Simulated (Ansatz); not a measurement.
The start is a randomly generated symmetric cell of Li (space group No. 123). The cell and all atomic positions are relaxed at zero pressure with PBEsol (plane waves to 420 eV, PAW, scalar-relativistic; Ansatz, an electronic-structure program). The first steps use a coarse 9×9×18 k-mesh.

The start:
```
CELL_PARAMETERS angstrom
      3.73527     0.00000     0.00000
      0.00000     3.73527     0.00000
      0.00000     0.00000     1.79901
ATOMIC_POSITIONS crystal
  Li 0.00000 0.00000 0.00000
```

Problem. What symmetry does the relaxed structure have?

Solution. The space group goes from P4/mmm (No. 123) to Pm-3m (No. 221); the end is simple cubic type, with 1 atom in the primitive cell.

Problem. By how much does the energy per atom fall from start to end?

Solution. About 1.4 eV/atom.

Problem. How does the volume per atom move from start to end?

Solution. -18.9 %, from 25.10 to 20.35 Å³/atom.

Problem. Is the relaxed structure metallic? Give its gap.

Solution. Zero (metallic).

Final values are on a 17×17×17 k-mesh of the relaxed cell. The start holds a very short contact (Li–Li 1.80 Å). No spin polarisation in the result.

The run could not lose the symmetry of its start: the end is stationary, and may be a saddle point rather than a minimum.

The relaxed structure here is a generated cell of Li: the first start was made by a random draw of sites in a space group, and the end was not matched to a known phase here, so it may be hypothetical. Known forms of Li include space group No. 229.
